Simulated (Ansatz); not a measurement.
The following input was run with Ansatz 0.2.0.

```yaml
crystal:
  lattice:
    - [3.603038, 0.0, 0.0]
    - [0.0, 3.603038, 0.0]
    - [0.0, 0.0, 5.113374]
  atoms:
    - { symbol: Mg, position: [0.0, 0.0, 0.5] }
    - { symbol: Ti, position: [0.5, 0.5, 0.0], spin: 1.58 }
    - { symbol: F, position: [0.5, 0.0, 0.255209] }
    - { symbol: F, position: [0.5, 0.0, 0.744791] }
    - { symbol: F, position: [0.0, 0.5, 0.744791] }
    - { symbol: F, position: [0.0, 0.5, 0.255209] }
basis:
  ecutwfc: 420
kpoints:
  mp_grid: { grid: [10, 10, 8] }
hamiltonian:
  xc: pbe
scf:
  occupations: { method: gaussian, width: 0.01 }
output:
  forces: true
  stress: true
  eigenvalues: true
  populations: true
  write_density: true
  write_potential: true
  elf: true
  volumetric_format: npy
magnetization:
  spin_polarized: true
```

Launched with
```bash
ansatz run input.yaml --threads 1 --pin off --max-ram 2560MiB --backend cpu --events-out ev --progress --plain --runs-dir out
```

All numbers below come from Ansatz 0.2.0, DFT PBE, scalar-relativistic, plane waves, PAW.

Abridged output:

```
Pseudopotentials: kind: paw
Pseudopotential: Mg, paw, valence charge 10, recommended cutoff 420 eV (normal)
Pseudopotential: Ti, paw, valence charge 12, recommended cutoff 420 eV (normal)
Pseudopotential: F, paw, valence charge 7, recommended cutoff 420 eV (normal)
Functional definition: PBE
Crystal: 6 atoms, lattice volume = 66.381 Å³
Basis set: ecut = 420 eV, 1281 PW (Γ), exchange–correlation on 50×50×72 points (8 copies of the dense FFT grid, shifted against one another)
Bands: 32, of which v1, the nominal top of the filled ones, is band 25 counted from 1 (24 counted from 0)
Symmetry: 16 space group operations
Space group: P4/mmm (ITA 123), of the structure as read, at distance tolerance 4.0e-5 Å
Magnetic group: BNS 123.339 (UNI 999), of the structure as read, at distance tolerance 4.0e-5 Å
k-points: 105 of 800
Initial density: superposition of atomic densities (chi_scale 0.1, normalization cell, long waves kept (reshape's long-wave potential 0.04 eV rms))
Starting moments: Σ|m| = 1.58 μB on 1 of 6 sites
Initial wavefunctions: pseudopotential atomic-orbital guess
Functional: x = pbe(κ = 0.804, μ = 0.21951497), c = pbe(β = 0.06672455)
SCF iter   1: F=—  HF=-7667.909595 eV  |F-HF|=—  |Δ(HF+E_count)|=         —  Δρ=1.16e-1 (↑1.16e-1 ↓6.84e-2) dr2=2.17e1  dr2_m=7.30e-1  M=2.000 μB ∫|m|=2.251 μB  β_m=0.30  ethr=3.10e-3  ⟨swp⟩=5.7  Hψ=25019  notcnv=0
Mixer restart at iter 1: flushing history
spin=Collinear: Resta preconditioning applied to the charge; magnetization (m = ρ↑ − ρ↓) channel mixes plain (no charge-response kernel on spin).
SCF iter   2: F=—  HF=-7665.169016 eV  |F-HF|=—  |Δ(HF+E_count)|=    2.74e0  Δρ=5.58e-2 (↑5.58e-2 ↓3.00e-2) dr2=5.13e0  dr2_m=2.38e-1  M=2.000 μB ∫|m|=2.103 μB  β_m=0.41  ethr=3.10e-3  ⟨swp⟩=3.0  Hψ=15317  notcnv=0  defer=444
SCF iter   3: F=—  HF=-7664.162182 eV  |F-HF|=—  |Δ(HF+E_count)|=    1.01e0  Δρ=2.02e-2 (↑2.02e-2 ↓1.38e-2) dr2=7.89e-1  dr2_m=2.90e-2  M=2.000 μB ∫|m|=2.045 μB  β_m=0.61  ethr=3.10e-3  ⟨swp⟩=3.0  Hψ=14090  notcnv=0  defer=435
SCF iter   4: F=—  HF=-7663.985879 eV  |F-HF|=—  |Δ(HF+E_count)|=   1.76e-1  Δρ=7.30e-3 (↑7.30e-3 ↓4.01e-3) dr2=5.28e-2  dr2_m=5.09e-3  M=2.000 μB ∫|m|=2.025 μB  β_m=0.76  ethr=1.58e-3  ⟨swp⟩=3.9  Hψ=13937  notcnv=0  defer=428
SCF iter   5: F=—  HF=-7664.011545 eV  |F-HF|=—  |Δ(HF+E_count)|=   2.57e-2  Δρ=1.29e-3 (↑1.29e-3 ↓1.11e-3) dr2=4.47e-3  dr2_m=2.73e-5  M=2.000 μB ∫|m|=2.024 μB  β_m=0.88  ethr=1.06e-4  ⟨swp⟩=2.5  Hψ=13316  notcnv=0  defer=425
SCF iter   6: F=—  HF=-7664.015379 eV  |F-HF|=—  |Δ(HF+E_count)|=   3.83e-3  Δρ=4.94e-4 (↑4.94e-4 ↓2.72e-4) dr2=3.78e-4  dr2_m=2.64e-5  M=2.000 μB ∫|m|=2.024 μB  β_m=0.94  ethr=8.93e-6  ⟨swp⟩=3.0  Hψ=12444  notcnv=0  defer=423
SCF iter   7: F=—  HF=-7664.016047 eV  |F-HF|=—  |Δ(HF+E_count)|=   6.68e-4  Δρ=1.32e-4 (↑1.32e-4 ↓1.22e-4) dr2=3.01e-5  dr2_m=8.81e-7  M=2.000 μB ∫|m|=2.024 μB  β_m=0.97  ethr=7.57e-7  ⟨swp⟩=2.2  Hψ=12015  notcnv=0  defer=423
SCF iter   8: F=—  HF=-7664.014985 eV  |F-HF|=—  |Δ(HF+E_count)|=   1.06e-3  Δρ=4.18e-5 (↑4.18e-5 ↓2.90e-5) dr2=2.98e-6  dr2_m=8.77e-8  M=2.000 μB ∫|m|=2.024 μB  β_m=0.91  ethr=6.02e-8  ⟨swp⟩=2.3  Hψ=11746  notcnv=0  defer=423
SCF iter   9: F=—  HF=-7664.014987 eV  |F-HF|=—  |Δ(HF+E_count)|=   2.50e-6  Δρ=9.57e-6 (↑9.57e-6 ↓7.72e-6) dr2=1.26e-7  dr2_m=4.13e-9  M=2.000 μB ∫|m|=2.024 μB  β_m=0.93  ethr=5.96e-9  ⟨swp⟩=2.0  Hψ=11460  notcnv=0  defer=423
SCF iter  10: F=-7664.014988 eV  HF=-7664.014988 eV  |F-HF|=1.83e-8  |Δ(HF+E_count)|=   2.69e-7  Δρ=3.13e-6 (↑3.13e-6 ↓1.86e-6) dr2=1.36e-8  dr2_m=9.67e-10  M=2.000 μB ∫|m|=2.024 μB  ethr=2.00e-10  ⟨swp⟩=11.8  Hψ=47084  notcnv=0
SCF 1 converged in 10 iterations: F = -7664.014988 eV  dr2 = 1.36e-8
SCF converged after 10 iterations
Magnetization: 2.0000 μB (26.0000 up, 24.0000 down)
Absolute magnetization: 2.0237 μB (∫|ρ↑−ρ↓|, with the PAW one-centre terms)
Spin contamination: 0.0023 ħ² per cell (⟨S²⟩ above its minimum at these occupations)
Per-site moments (μB) at R_I (Å): [(0.00323282, 0.90489408), (1.43880421, 0.91761003), (0.00981060, 0.90489408), (0.00981060, 0.90489408), (0.00981060, 0.90489408), (0.00981060, 0.90489408)]
Free energy (F): -7664.014988 eV
Harris-Foulkes:  -7664.014988 eV  (|F-HF|=1.83e-8)
Internal energy: -7664.014988 eV  (E = F + TS)
E sigma→0 (E₀):  -7664.014988 eV
Fermi energy:    10.619246 eV
--- Per-component energies (eV) ---
  E_band       = -620.443147
  E_kinetic    = 1179.700665
  E_local      = -4458.622108  (includes V_loc(G=0)·N_el)
  E_nonlocal   = 402.713374
  E_hartree    = 1647.376008
  E_xc         = -446.815787
  E_vxc        = -569.904748  (∫ρ·V_xc dr)
  E_paw        = -2146.317297  (= ΣΔE_a)
  E_vpaw       = -469.091894  (= ΣTr[D̂ρ^β])
  E_aug_tail   = 0.008497  (compensation charges beyond the density's cutoff)
  E_ewald      = -3842.058339
  E_smearing   =  0.000000  (= −TS)
--- Forces (eV/Å), atoms counted from 1 ---
  atom   1  Mg     0.00000000     0.00000000     0.00000000
  atom   2  Ti     0.00000000     0.00000000     0.00000000
  atom   3  F      0.00000000     0.00000000     0.14899737
  atom   4  F      0.00000000     0.00000000    -0.14899737
  atom   5  F      0.00000000     0.00000000    -0.14899737
  atom   6  F      0.00000000     0.00000000     0.14899737
--- Stress (GPa, compression-positive) ---
        0.094235       0.000000       0.000000
        0.000000       0.094235       0.000000
        0.000000       0.000000      -0.120853
  P = ⅓ Tr σ = 0.0225 GPa (0.225 kbar)
--- Band table (eV; the first three rows and the last of 210) ---
  k-point 0 ↑: bands = ["-67.7004", "-47.4978", "-34.4596", "-34.4522", "-34.4522", "-23.9169", "-23.8224", "-23.8224", "-16.6360", "-15.8993", "-15.6210", "-15.1529", "0.2364", "1.4319", "1.4319", "1.5644", "1.5644", "1.5834", "3.6948", "3.7170", "3.7170", "3.8106", "3.8106", "4.2106", "9.8054", "10.3147", "10.7133", "12.1252", "12.6579", "12.6579", "16.6038", "17.0719"]
  k-point 1 ↑: bands = ["-67.7004", "-47.4978", "-34.4596", "-34.4522", "-34.4522", "-23.9173", "-23.8224", "-23.8224", "-16.6095", "-15.9290", "-15.6043", "-15.1717", "0.3416", "1.3790", "1.3790", "1.6193", "1.6193", "1.6695", "3.5157", "3.7050", "3.7050", "3.8224", "3.8224", "4.0903", "9.8486", "10.3156", "10.8691", "12.1590", "12.6445", "12.6445", "15.7788", "17.1753"]
  k-point 2 ↑: bands = ["-67.7004", "-47.4978", "-34.4597", "-34.4522", "-34.4522", "-23.9184", "-23.8224", "-23.8224", "-16.5335", "-16.0128", "-15.5565", "-15.2248", "0.6474", "1.3043", "1.3043", "1.6985", "1.6985", "1.9176", "3.0424", "3.6810", "3.6810", "3.7633", "3.8463", "3.8463", "9.9358", "10.3177", "11.3147", "12.2380", "12.6125", "12.6125", "14.7272", "17.1822"]
  k-point 104 ↓: bands = ["-67.6975", "-45.8906", "-34.4560", "-34.4560", "-34.4541", "-22.3664", "-22.3664", "-22.2582", "-15.8819", "-15.8819", "-15.5966", "-15.5966", "0.5781", "0.7151", "1.0696", "1.1388", "2.2783", "2.2783", "2.8581", "2.8581", "3.8052", "4.0641", "4.0665", "4.1750", "12.2256", "12.5496", "12.5496", "13.0951", "13.1731", "16.3733", "16.4257", "18.5211"]
--- Löwdin populations: 6 sites ---
  site symbol q [e]    m [muB]
     0     Mg      8.3611     0.0066
     1     Ti     10.9320     1.9664
     2      F      7.6349     0.0039
     3      F      7.6349     0.0039
     4      F      7.6349     0.0039
     5      F      7.6349     0.0039
  spilling = 0.003347 (of n_electrons = 50.000000)
```

The calculation finished and met its thresholds.

Time: 96 s on 1 thread of Intel(R) Xeon(R) Processor @ 2.50GHz (Skylake/Cascade Lake) (shared host), peak memory 0.59 GiB.